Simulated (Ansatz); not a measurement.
## Data sheet: CoW (DFT)

CoW:
```cif
data_Co4W4
_chemical_formula_sum 'Co4 W4'
_space_group_name_H-M_alt 'Fm-3m'
_space_group_IT_number 225
_space_group_name_Hall '-F 4 2 3'
_cell_length_a 4.81972
_cell_length_b 4.81972
_cell_length_c 4.81972
_cell_angle_alpha 90.000
_cell_angle_beta 90.000
_cell_angle_gamma 90.000
loop_
_atom_site_label
_atom_site_type_symbol
_atom_site_symmetry_multiplicity
_atom_site_Wyckoff_symbol
_atom_site_fract_x
_atom_site_fract_y
_atom_site_fract_z
_atom_site_occupancy
Co1 Co 4 a 0.00000 0.00000 0.00000 1
W1 W 4 b 0.50000 0.50000 0.50000 1
```
(The calculation used a cell of 2 atoms; values per cell refer to that cell.)

Space group Fm-3m (No. 225), rock salt; conventional cell a = b = c = 4.820 Å, α = β = γ = 90.00°.

Method: PBEsol in the plane-wave PAW code Ansatz. The cell and atoms are relaxed at this level. Other levels are named where they apply.

### Cell and energy

- Volume per atom = 14.00 Å³
- Density = 14.40 g/cm³
- Formation energy from the elements (no fitted shifts) = 0.85 eV/atom

### Electronic structure

- Electronic character: metallic (no gap)
- Density of states at the Fermi level: 1.5 states/eV per atom (mean over ±0.08 eV)
- Gap with spin–orbit coupling: none (metallic)

### Magnetism

- Magnetic order: non-magnetic (starting moments vanished)

### Mechanics

Bulk modulus (Birch–Murnaghan fit): 256 GPa
Pressure derivative B′: 4.4
Elastic constants (relaxed ions, GPa): C11 = 402, C12 = 183, C44 = -25.3
Mechanical stability: unstable (C has a negative eigenvalue)

### Phonons

- Highest zone-centre frequency: 5.02 THz
- Zone-centre stability: no imaginary mode at Γ

The start of the workflow was typed in or built on a structure type; neither database checked (COD, Materials Project) lists it. Whether it is the stable phase at ambient conditions was not checked. The cell was relaxed with PBEsol under the symmetry of its start. The workflow began spin-polarised and lost its moments. Its formation energy is positive at this level, so the cell may be metastable or incomplete. As this level gives no gap, shear constants depend on the k-mesh and smearing (Fermi–Dirac, 0.1 eV here). As this level gives no gap, phonon frequencies hold no LO–TO term and depend on the k-mesh and smearing (Fermi–Dirac, 0.1 eV here). The references are the lowest solids computed at this level, not always the standard phases. Scalar-relativistic: spin–orbit coupling is off unless named, which matters more the heavier the elements.

Potentials: the later of the program's two PAW sets.
